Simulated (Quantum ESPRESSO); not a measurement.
# YAlMgF8: convergence and cost over cutoff and k mesh

A calculation, not a measurement. The program is pw.x of Quantum ESPRESSO 7.5 (plane-wave density functional theory). The cell is made up: 11 atoms on a fluorite lattice with one site empty, with randomly drawn elements, strain and displacements, not relaxed. PseudoDojo standard norm-conserving files (v0.5 for PBE, v0.4.1 for LDA and PBEsol) set the functional; there is no spin polarisation, spin-orbit coupling or dispersion term, and the masses in the input are unused placeholders.

Input of the run in row 2:

```
&control calculation='scf', pseudo_dir='./dojo.nc.sr.pbe.v0_5.standard.upf', outdir='./o', disk_io='low', tprnfor=.true., tstress=.true. /
&system ibrav=0, nat=11, ntyp=4, nbnd=46, ecutwfc=84.00895049, nosym=.true., tot_charge=0,
 occupations='smearing', smearing='fd', degauss=0.0018374661
/
&electrons conv_thr=7.350e-09, electron_maxstep=60, /
ATOMIC_SPECIES
Al 1.0 Al.upf
F 1.0 F.upf
Mg 1.0 Mg.upf
Y 1.0 Y.upf
CELL_PARAMETERS angstrom
5.2383 0.0 0.0
0.0 5.2383 0.0
0.0 0.0 5.2383
ATOMIC_POSITIONS angstrom
Y 0.0311 0.0313 0.0097
Al 0.0496 2.6459 2.6322
Mg 2.6008 2.6207 -0.04
F 1.3196 1.2943 1.2697
F 1.2948 1.3332 3.9195
F 1.3081 3.909 1.288
F 1.3136 3.9465 3.8912
F 3.9456 1.2761 1.3126
F 3.9433 1.3146 3.9496
F 3.9082 3.9028 1.3297
F 3.9089 3.9256 3.9152
K_POINTS automatic
4 4 4 1 1 1
```

The same cell was run at these settings. Meshes are shifted by half a step, and differences are from the last row, which is itself not exact.

| cutoff (eV) | k mesh | k points solved | threshold (eV) | free energy less the last row's (eV) | pressure (GPa) | largest stress difference (GPa) | largest force difference (eV/Å) | iterations | wall time (s) | k-point pools | processor |
| --- | --- | --- | --- | --- | --- | --- | --- | --- | --- | --- | --- |
| 800 | 2 x 2 x 2 | 4 | 1e-04 | 2.625 | -32.86 | 23.11 | 0.027 | 7 | 11 | 4 | Intel Xeon, 2023 or later |
| 1143 | 4 x 4 x 4 | 32 | 1e-07 | 0.003 | -9.77 | 0.01 | 0.003 | 10 | 65 | 4 | Intel Xeon, 2023 or later |
| 1437 | 6 x 6 x 6 | 108 | 1e-07 | 0.000 | -9.76 | 0.00 | 0.000 | 10 | 330 | 4 | Intel Xeon, 2023 or later |

Each pool is one process. Wall times include start-up and a band step at six k points, which weighs most on the coarsest meshes. The runs were on shared virtual cores whose load varied, so times are rough.